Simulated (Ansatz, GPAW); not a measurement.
This is a calculation of Pb for Ansatz 0.2.0. 

File input.yaml:

```yaml
crystal:
  lattice:
    - [3.4928246563, 0.0, 0.0]
    - [-1.7464123282, 3.0248748834, 0.0]
    - [0.0, 0.0, 23.5556381691]
  atoms:
    - { symbol: Pb, position: [0.6666666667, 0.3333333333, 0.3183951097] }
    - { symbol: Pb, position: [0.3333333333, 0.6666666667, 0.4394650366] }
    - { symbol: Pb, position: [0.0, 0.0, 0.5605349634] }
    - { symbol: Pb, position: [0.6666666667, 0.3333333333, 0.6816048903] }
hamiltonian:
  xc: pbe
  pseudopotentials: { kind: paw }
kpoints:
  mp_grid: { grid: [9, 9, 1] }
scf:
  occupations: { method: fermi_dirac, width: 0.05 }
output:
  forces: true
  eigenvalues: true
efield:
  axis: 3
  dipole_correction: true
  ramp_width: 0.04
```

Potentials or basis: Ansatz PAW.

Launch:

```console
$ ansatz run input.yaml --threads 4 --pin off --max-ram 11264MiB --backend cpu --events-out ev --progress --plain --runs-dir out
```

What does the same run look like in GPAW 26.7.0 (ASE script)? Potentials or basis there: GPAW PAW data sets (gpaw-data 1.2.1), cutoff 450 eV.

As run (cutoffs and basis follow the program's own potentials, and thresholds, step limits or extra output files can differ):

Contents of run.py:

```python
import numpy as np
from ase import Atoms
from ase.dft.bandgap import bandgap
from ase.io import write
from ase.units import Bohr
from gpaw import GPAW, PW
from gpaw.elf import elf_from_dft_calculation

atoms = Atoms(['Pb', 'Pb', 'Pb', 'Pb'],
              cell=[[3.4928246563, 0, 0],
                    [-1.7464123282, 3.0248748834, 0],
                    [0.0, 0.0, 23.5556381691]],
              scaled_positions=[[0.6666666667, 0.3333333333, 0.3183951097],
                                [0.3333333333, 0.6666666667, 0.4394650366],
                                [0.0, 0.0, 0.5605349634],
                                [0.6666666667, 0.3333333333, 0.6816048903]],
              pbc=True)
atoms.pbc = (True, True, False)

calc = GPAW(mode=PW(450),
            xc='PBE',
            kpts={'size': (9, 9, 1), 'gamma': True},
            occupations={'name': 'fermi-dirac', 'width': 0.05},
            nbands=43,
            convergence={'density': 1e-05, 'energy': 1e-05},
            maxiter=150,
            poissonsolver={'dipolelayer': 'xy'},
            txt='gpaw.txt')
atoms.calc = calc
energy = atoms.get_potential_energy()
forces = atoms.get_forces()
calc.write('gs.gpw')
write('result.traj', atoms)
print(f'Energy: {energy:.6f} eV')
print('Forces (eV/A):')
print(forces.round(4))
print('Fermi level:', round(calc.get_fermi_level(), 4), 'eV')
print(f'Gap: {bandgap(calc)[0]:.4f} eV, direct: {bandgap(calc, direct=True)[0]:.4f} eV')

v = calc.get_electrostatic_potential().mean(axis=(0, 1))
z = np.arange(len(v)) * atoms.cell[2, 2] / len(v)
ef = calc.get_fermi_level()
np.savetxt('planar.dat', np.c_[z, v], fmt='%.4f')
below, above = np.interp([1.5, atoms.cell[2, 2] - 1.5], z, v) - ef
print(f'Work functions: bottom {below:.4f} eV, top {above:.4f} eV')
print('Dipole moment:', *calc.get_dipole_moment().round(5), 'e A')

# fields on the real-space grid
write('density.cube', atoms, data=calc.get_pseudo_density() * Bohr**3)
write('potential.cube', atoms, data=calc.get_electrostatic_potential())
write('elf.cube', atoms, data=elf_from_dft_calculation(calc).data)
```

Potentials or basis: GPAW PAW data sets (gpaw-data 1.2.1), pw.

Command:

```bash
$ OMP_NUM_THREADS=1 python run.py
```

Both were run:

|  | Ansatz | GPAW |
| --- | --- | --- |
| Largest force | 0.309 eV/Å | 0.314 eV/Å |
| Work function of the upper face | 3.73 eV | 3.75 eV |
| Work function of the lower face | 3.73 eV | 3.75 eV |
| Dipole across the slab | 0.000 e·Å | 0.00 e·Å |

Where Ansatz's input types no cutoff or centring, it takes its own default and a Γ-centred mesh.
